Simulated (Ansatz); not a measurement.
Start of a relaxation of Al4Co:

```cif
data_structure
_symmetry_space_group_name_H-M 'P 1'
_symmetry_Int_Tables_number 1
_cell_length_a 5.7891
_cell_length_b 5.7891
_cell_length_c 5.7891
_cell_angle_alpha 72.923
_cell_angle_beta 72.923
_cell_angle_gamma 72.923
_cell_volume 172.65
loop_
_atom_site_label
_atom_site_type_symbol
_atom_site_fract_x
_atom_site_fract_y
_atom_site_fract_z
_atom_site_occupancy
Al1 Al 0.25000 0.25000 0.25000 1
Al2 Al 0.75000 0.75000 0.75000 1
Al3 Al 0.72074 0.77926 0.25000 1
Al4 Al 0.25000 0.72074 0.77926 1
Al5 Al 0.77926 0.25000 0.72074 1
Al6 Al 0.27926 0.22074 0.75000 1
Al7 Al 0.75000 0.27926 0.22074 1
Al8 Al 0.22074 0.75000 0.27926 1
Co1 Co 0.00000 0.00000 0.00000 1
Co2 Co 0.50000 0.50000 0.50000 1
```

Level of theory: Ansatz 0.2.0, DFT PBE, scalar-relativistic, plane waves, PAW. Cutoff 420 eV, Gaussian smearing, Γ-centred meshes. Cell and atoms relax first on a coarse mesh, the cell is then made exact in the group found at 0.06 to 0.08 Å, and last on a converged mesh; the steps can't lower the symmetry of their start. Collinear spin, starting moments Co 3.0 (×2) μB.

A guess keeps its type if space group and coordination stay and the shape of the cell changes little (axis ratios within about 15 %, angles within 6°); the volume may change.

Problem. Will the relaxed cell still be of the starting type?

Solution. It doesn't keep its type. The symmetry stays R-3c (No. 167). The volume per atom shrinks by 10.3 %, from 17.3 to 15.5 Å³. The shortest distance goes from 2.26 Å (Al–Co) to 2.42 Å (Al–Co). The ratio c/a of the conventional cell changes by a factor of 0.75. Counting neighbours within 15 % of an atom's shortest distance, the start has Al 2/11, Co 6 and the end Al 2/11, Co 8. In detail, at the end around Al on a site of symmetry 32 lie 2 Co at 2.52 Å and 9 Al at 2.80–2.82 Å; Al on a site of symmetry 2 has 2 Co at 2.42 Å and 7 Al at 2.80–2.82 Å; Co is surrounded by 8 Al at 2.42–2.52 Å.

```cif
data_structure
_symmetry_space_group_name_H-M 'R-3c:H'
_symmetry_Int_Tables_number 167
_cell_length_a 7.2895
_cell_length_b 7.2895
_cell_length_c 10.0985
_cell_angle_alpha 90.000
_cell_angle_beta 90.000
_cell_angle_gamma 120.000
_cell_volume 464.71
loop_
_atom_site_label
_atom_site_type_symbol
_atom_site_symmetry_multiplicity
_atom_site_Wyckoff_symbol
_atom_site_fract_x
_atom_site_fract_y
_atom_site_fract_z
_atom_site_occupancy
Al1 Al 6 a 0.33333 0.66667 0.91667 1
Al2 Al 18 e 0.38395 0.00000 0.25000 1
Co1 Co 6 b 0.00000 0.00000 0.00000 1
```

The last run used collinear spin, a 6×6×6 mesh for its 10-atom cell and Gaussian smearing of 0.10 eV. A later test with randomly moved atoms came back to the same energy, though modes that don't fit the test's cell weren't probed. Another cell of the same search, in P4/nmm, lies 57 meV/atom lower, so this cell isn't the stable form at this level.

In counts of neighbours, a slash parts the counts of unlike sites.
